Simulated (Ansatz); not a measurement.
**Squeezing NbSi (CsCl type)**

```xyz
2
Lattice="3.1100 0.0000 0.0000 0.0000 3.1100 0.0000 0.0000 0.0000 3.1100" Properties=species:S:1:pos:R:3 pbc="T T T"
Nb    0.0000    0.0000    0.0000
Si    1.5550    1.5550    1.5550
```

The cell comes from a relaxation on PAW files under the same functional, begun from a prototype that needn't be the stable phase.

Its volume is scaled at fixed shape and fractional positions.

Computed with Ansatz 0.2.0; functional LDA, scalar-relativistic. Settings: a Γ-centred 14×14×14 k mesh, Fermi–Dirac smearing of 0.1 eV, no spin polarisation. Methods: LAPW: all electrons, basis error target 1 meV/atom; PAW: frozen-core files, cutoff 420 eV; crystal datasets: all electrons, by PAW datasets that the program makes for each cell; norm-conserving: pseudopotentials, cutoff 1116 eV; PAW (cutoff 600 eV): frozen-core files, cutoff 600 eV.

Energies are extrapolated to zero smearing and count from the unscaled cell; pressure is positive in compression; gaps take the mesh and a band path. No temperature or zero-point motion is included.

The PAW files were made under PBE. The structure type is held throughout; the real material can change phase at far lower pressure.

| V/V0 | V (Å³/atom) | P LAPW (GPa) | ΔE LAPW (eV/atom) | P PAW − LAPW (GPa) | ΔE PAW − LAPW (meV/atom) |
| --- | --- | --- | --- | --- | --- |
| 1.00 | 15.04 | -0.01 | 0.000 | 0.01 | 0.0 |
| 0.90 | 13.54 | 24.5 | 0.104 | 0.03 | 0.2 |
| 0.80 | 12.03 | 65.6 | 0.510 | 0.05 | 0.6 |
| 0.70 | 10.53 | 135.6 | 1.423 | 0.06 | 1.1 |
| 0.60 | 9.02 | ? | ? | ? | ? |
| 0.50 | 7.52 | 493.2 | 6.640 | -0.22 | 1.7 |
| 0.40 | 6.02 | 969.6 | 13.213 | -1.35 | -4.3 |

Q: Fit the Vinet equation to the LAPW pressures shown (residuals weighted by 1/(|P| + 0.03·Pmax)), and predict the pressure of the withheld row.

A: The fit gives V0 = 15.04 Å³/atom, B0 = 185 GPa and B0′ = 4.24. At 9.02 Å³/atom, x = (V/V0)^(1/3) = 0.8434, and P = 3·B0·(1 − x)/x²·exp[1.5·(B0′ − 1)·(1 − x)] = 261.4 GPa. The run itself gave 260.2 GPa (+0.5 % off) and ΔE = 3.221 eV/atom.

Q: From the table, what is the rise of the enthalpy H = E + pV up to the last row, and how stiff is the crystal between the last two rows?

A: ΔH = 13.213 eV + (969.6 GPa × 6.02 Å³ + 0.01 GPa × 15.04 Å³) × 0.006242 eV/(GPa·Å³) = 49.62 eV/atom, of which pV makes 73 %. The mean bulk modulus there is −ΔP/Δln V = 2140 GPa.

Q: At the smallest volume, how far do crystal datasets and norm-conserving and PAW (cutoff 600 eV) lie from LAPW in pressure?

A: crystal datasets: +0.01 GPa; norm-conserving: -6.34 GPa; PAW (cutoff 600 eV): -1.41 GPa, on a LAPW pressure of 969.6 GPa.

Q: How do the Löwdin populations by LAPW change from the unscaled cell to the last row?

A: Nb 4s 1.93 → 1.78, Nb 5s 0.52 → 0.42, Nb 4p 5.98 → 5.73, Nb 4d 4.55 → 6.20, Si 2s 1.99 → 1.92, Si 3s 1.20 → 0.66, Si 3p 2.77 → 2.09 electrons an atom. These are projections on the shells that the free atoms fill; 0.08 e a cell lies outside them at the start and 0.24 e at the end.
